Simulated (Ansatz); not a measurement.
Consider the following.

Re:
```yaml
crystal:
  lattice:
    - [2.75372, 0.00000, 0.00000]
    - [-1.37686, 2.38480, 0.00000]
    - [0.00000, 0.00000, 4.45414]
  atoms:
    - { symbol: Re, position: [0.33333, 0.66667, 0.75000] }
    - { symbol: Re, position: [0.66667, 0.33333, 0.25000] }
```

This is the r²SCAN+D4-relaxed structure. Tensor components refer to the Cartesian frame of this cell.

Task: All from r²SCAN+D4 (plane waves, PAW; program Ansatz), unless another level is named. Estimate the bulk modulus (Birch–Murnaghan fit).

Result: 394 GPa.

Task: What about the elastic constants (relaxed ions, GPa)?

Result: C11 = 647, C12 = 298, C13 = 238, C33 = 706, C44 = 167.

Space group P6_3/mmc (hcp (Mg type)). Symmetry was held in the r²SCAN+D4 relaxation. The run is not spin-polarised. The pairwise dispersion correction was not fitted to metals. As this level gives no gap, shear constants depend on the k-mesh and smearing (Fermi–Dirac, 0.1 eV here). Scalar-relativistic: spin–orbit coupling is off unless named, which matters more the heavier the elements.

Potentials: the later of the program's two PAW sets.
